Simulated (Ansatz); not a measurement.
In7Pd3 in space group Im-3m (No. 229; In on 12d, In on 16f, Pd on 12e), DFT-r²SCAN in the program Ansatz with PAW potentials, all energies at zero smearing, with the estimated change up to a 700 eV cutoff added, with one set of potentials and settings (totals compare only within such a set). Cell of 20 atoms (14 In, 6 Pd): -120489.166 eV.

```json
[
 {"element": "In", "reference phase": "I4/mmm, 1 atoms in the cell", "E (eV/atom)": "-5611.8204"},
 {"element": "Pd", "reference phase": "Fm-3m, 1 atoms in the cell", "E (eV/atom)": "-6985.7456"}
]
```

Formation energy per atom, worked out: (-120489.166 − 14×(-5611.8204) − 6×(-6985.7456))/20 = -0.460 eV/atom (-44 kJ per mol of atoms), at 0 K, without zero-point energy or fitted corrections.

The first step of the workflow began from a Materials Project structure, measured or hypothetical; the Crystallography Open Database copy checked does not list it. Whether it is the stable phase at ambient conditions was not checked. The r²SCAN relaxation kept the symmetry of its start; its stability against distortions is not shown here. No spin polarisation was allowed. The references are the lowest solids computed at this level, not always the standard phases.

Potentials: the later of the program's two PAW sets.
